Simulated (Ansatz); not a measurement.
Relaxed-ion elastic tensor of CeO$_{2}$ (fluorite, space group No. 225) in GPa (Voigt order), LDA in the plane-wave PAW code Ansatz; density 7.43 g/cm³, 12.82 Å³ per atom.

|  | 1 | 2 | 3 | 4 | 5 | 6 |
|---|---|---|---|---|---|---|
| 1 | 375 | 120 | 120 | 0.0 | 0.0 | 0.0 |
| 2 | 120 | 375 | 120 | 0.0 | 0.0 | 0.0 |
| 3 | 120 | 120 | 375 | 0.0 | 0.0 | 0.0 |
| 4 | 0.0 | 0.0 | 0.0 | 67.2 | 0.0 | 0.0 |
| 5 | 0.0 | 0.0 | 0.0 | 0.0 | 67.2 | 0.0 |
| 6 | 0.0 | 0.0 | 0.0 | 0.0 | 0.0 | 67.2 |

Question: Is the crystal mechanically stable?

Answer: Yes: the smallest eigenvalue of C is 67.2 GPa.

Question: Work out the Voigt, Reuss and Hill averages.

Answer: K_V = 205, K_R = 205, K_H = 205; G_V = 91.3, G_R = 82.9, G_H = 87.1 GPa.

Question: Give Young's modulus, Poisson's ratio, Pugh's ratio and the universal anisotropy index.

Answer: E = 9KG/(3K + G) = 229 GPa; ν = 0.31; K/G = 2.36 (ductile by the Pugh limit of 1.75); A_U = 5G_V/G_R + K_V/K_R − 6 = 0.51.

Question: Estimate the sound speeds and the Debye temperature.

Answer: v_l = √((K + 4G/3)/ρ) = 6580 m/s, v_t = √(G/ρ) = 3420 m/s, mean 3830 m/s; Θ = (h/k)(3n/4πV)^(1/3) v_m = 487 K.

Question: Give the Zener ratio and Young's modulus along [100], [110] and [111].

Answer: A = 2C44/(C11 − C12) = 0.53; 1/E = S11 − 2(S11 − S12 − S44/2)Γ with Γ = 0, 1/4, 1/3 gives 317, 203, 182 GPa.

Question: Solve the Christoffel equation for the three sound speeds along [100], [110], [111].

Answer: Eigenvalues of C_ijkl n_j n_l equal ρv². In km/s, slowest first: [100] 3.01, 3.01, 7.11; [110] 3.01, 4.14, 6.51; [111] 3.80, 3.80, 6.30.

Space group Fm-3m (fluorite). Symmetry was held in the LDA relaxation. No spin polarisation was allowed. The 4f shell is in the valence. No Hubbard U is applied. Scalar-relativistic: spin–orbit coupling is off unless named, which matters more the heavier the elements.

Potentials: the earlier of the program's two PAW sets. The files were generated under PBE; for other functionals the program regenerates the frozen cores, and for LDA and PBEsol the local potential too.
